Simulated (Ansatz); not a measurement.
TaO₂:
```
CELL_PARAMETERS angstrom
      4.95990     0.00000     0.00000
      0.00000     4.95990     0.00000
      0.00000     0.00000     2.85692
ATOMIC_POSITIONS crystal
  Ta 0.00000 0.00000 0.50000
  Ta 0.50000 0.50000 0.00000
  O  0.71469 0.28531 0.50000
  O  0.28531 0.71469 0.50000
  O  0.21469 0.21469 0.00000
  O  0.78531 0.78531 0.00000
```

Relaxed with r²SCAN.

Q: Map the electron localisation function on the plane through (0.000, 0.000, 0.500) spanned by u = [0, 0, 1] and v = [1, 1, 0] in lattice vectors, from the program Ansatz at the r²SCAN level (PAW).

A: x is the fraction of u, y of v (the angle between them is 90°; rows are the nearest grid lines); atoms in the plane: Ta at (0.00, 0.00), Ta at (0.50, 0.50), O at (0.50, 0.21), O at (0.50, 0.79).
```
|  +@@*--=--*@@+  |
|##%#+:.:-:.:+#%##|
|@@#+:.-+++-.:+#@@|
|--.:+@@@@@@@+:.--|
|..:+@@@#*#@@@+:..|
| .=#@@%+-+%@@#=. |
|  -#@@@%#%@@@#-  |
|  .-+#%@@@%#+-.  |
|   ..:-----:..   |
|::..:=*#%#*=:..::|
|-::-*%@%%%@%*-::-|
|=--*@@*. .*@@*--=|
|=--*@@*. .*@@*--=|
|-::-*%@%%%@%*-::-|
|::..:=*#%#*=:..::|
|   ..:-----:..   |
|  .-+#%@@@%#+-.  |
|  -#@@@%#%@@@#-  |
| .=#@@%+-+%@@#=. |
|..:+@@@#*#@@@+:..|
|--.:+@@@@@@@+:.--|
|@@#+:.-+++-.:+#@@|
|##%#+:.:-:.:+#%##|
|  +@@*--=--*@@+  |
```
Scale: ten equal steps from 0.018 (start of ' ') to 0.830 (end of '@'), in the order ' .:-=+*#%@'; x runs from 0.000 to 1.00, y from 0.000 (bottom) to 1.00 (top).

The density is the valence pseudo-density with augmentation charge, so density and ELF within about 1 Å of a nucleus are not all-electron values.

Space group P4_2/mnm (rutile). The first step of the workflow began from a Materials Project structure, measured or hypothetical; the Crystallography Open Database copy checked does not list it. Whether it is the stable phase at ambient conditions was not checked. The cell was relaxed with r²SCAN under the symmetry of its start; of distortions, only those at the zone centre were tested. The run is not spin-polarised. Spin–orbit coupling is left out wherever it is not named.

Potentials: the later of the program's two PAW sets.
